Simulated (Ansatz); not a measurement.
## How far is PAW off for Ga?

```
Ga
1.0
     2.22487   -3.77074    0.00000
     2.22487    3.77074    0.00000
     0.00000    0.00000    4.45566
Ga
4
Direct
  0.15250 0.84750 0.07850
  0.65250 0.34750 0.42150
  0.84750 0.15250 0.92150
  0.34750 0.65250 0.57850
```

Atoms are numbered in the order listed.

The cell is COD entry 9008562, as deposited and not checked against the literature; nothing was relaxed. The listed cell was then made from it by scaling, straining or moving an atom.

All numbers are computed: DFT, PBEsol, PAW with Ansatz's default frozen-core files, scalar-relativistic (Ansatz 0.2.0); DFT, PBEsol, all-electron LAPW, scalar-relativistic (Ansatz 0.2.0).

For PAW: a Γ-centred 9×9×8 k mesh, Fermi–Dirac smearing of 0.05 eV, cutoff 420 eV, no spin polarisation; the PAW files were made with PBE, and the program remakes their frozen cores for this functional. LAPW targets a basis error of 1 meV/atom. The Ansatz runs share mesh, smearing and spin set-up. Plane-wave (PAW) pressures include the program's estimate of the Pulay term.

Stress and pressure are positive in compression.

The change that made this cell: volume scaled by 0.96.

PAW results:

```json
{"quantity": "pressure (GPa)", "PAW": "1.28"}
{"quantity": "stress xx (GPa)", "PAW": "0.23"}
{"quantity": "stress yy (GPa)", "PAW": "3.22"}
{"quantity": "stress zz (GPa)", "PAW": "0.39"}
{"quantity": "force on Ga1, y (eV/Å)", "PAW": "-0.450"}
```

What does LAPW (all electrons) give for the same quantities?


```
              quantity    LAPW
        pressure (GPa)    1.31
       stress xx (GPa)    0.27
       stress yy (GPa)    3.23
       stress zz (GPa)    0.43
force on Ga1, y (eV/Å)  -0.448
```
